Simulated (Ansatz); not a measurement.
The guess for GaFeC4N4 was made by a generator: two interpenetrating cyanide-bridged diamond nets (P-43m, No. 215). Lengths were set from tabulated atomic sizes, so they are only a guess.

```cif
data_structure
_symmetry_space_group_name_H-M 'P-43m'
_symmetry_Int_Tables_number 215
_cell_length_a 5.8844
_cell_length_b 5.8844
_cell_length_c 5.8844
_cell_angle_alpha 90.000
_cell_angle_beta 90.000
_cell_angle_gamma 90.000
_cell_volume 203.75
loop_
_atom_site_label
_atom_site_type_symbol
_atom_site_symmetry_multiplicity
_atom_site_Wyckoff_symbol
_atom_site_fract_x
_atom_site_fract_y
_atom_site_fract_z
_atom_site_occupancy
Ga1 Ga 1 a 0.00000 0.00000 0.00000 1
Fe1 Fe 1 b 0.50000 0.50000 0.50000 1
C1 C 4 e 0.18603 0.18603 0.18603 1
N1 N 4 e 0.30082 0.30082 0.30082 1
```

The calculation used Ansatz 0.2.0, DFT PBE, scalar-relativistic, plane waves, PAW. Cutoff 420 eV, Gaussian smearing, Γ-centred meshes. Cell and atoms relax first on a coarse mesh and then on a converged one. In between, the cell is made exact in the group found at 0.06 Å. The steps can't lower the symmetry of their start. Collinear spin, starting moments Fe 4.0 μB.

A guess keeps its type if space group and coordination stay and the shape of the cell changes little (axis ratios within about 15 %, angles within 6°); the volume may change.

Question: Does it keep its structure type, or change into something else?

Answer: It keeps its type. The symmetry stays P-43m (No. 215). The volume per atom shrinks by 2.1 %, from 20.4 to 19.9 Å³. The shortest distance stays 1.17 Å (C–N). Counting neighbours within 15 % of an atom's shortest distance, the start has C 1, Fe 4, Ga 4, N 1 and the end C 1, Fe 4, Ga 4, N 1.

The last run used collinear spin, a 6×6×6 mesh for its 10-atom cell and Gaussian smearing of 0.02 eV. Another magnetic order may lie lower. Symmetry constrained the relaxation, so the result can be a saddle point.
